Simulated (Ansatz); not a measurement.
In PBEsol in the plane-wave PAW code Ansatz, AlCo in the rock salt structure (Fm-3m) relaxes to a = 4.732 Å. Co has 6 nearest neighbours from 2.37 Å (octahedral); Al has 6 nearest neighbours from 2.37 Å (octahedral). Its formation energy from the elements is 0.27 eV/atom, with no fitted shifts.

Electronic character: metallic (no gap). The magnetic state found is non-magnetic (starting moments vanished).

An equation-of-state fit gives a bulk modulus of 132 GPa. The relaxed-ion elastic constants in GPa are C11 = 302, C12 = 46.1, C44 = -87.9. The highest mode at Γ lies at 333 cm⁻¹.

The start of the workflow was typed in or built on a structure type; neither database checked (COD, Materials Project) lists it. Whether it is the stable phase at ambient conditions was not checked. The cell was relaxed with PBEsol under the symmetry of its start. At this level the phase is mechanically unstable. The workflow began spin-polarised and lost its moments. Its formation energy is positive at this level, so the cell may be metastable or incomplete. As this level gives no gap, shear constants depend on the k-mesh and smearing (Fermi–Dirac, 0.1 eV here). As this level gives no gap, phonon frequencies hold no LO–TO term and depend on the k-mesh and smearing (Fermi–Dirac, 0.1 eV here). On the denser mesh and wider smearing of the elastic run this cell carries a stress of 0.3 GPa. The references are the lowest solids computed at this level, not always the standard phases.

Potentials: the later of the program's two PAW sets.
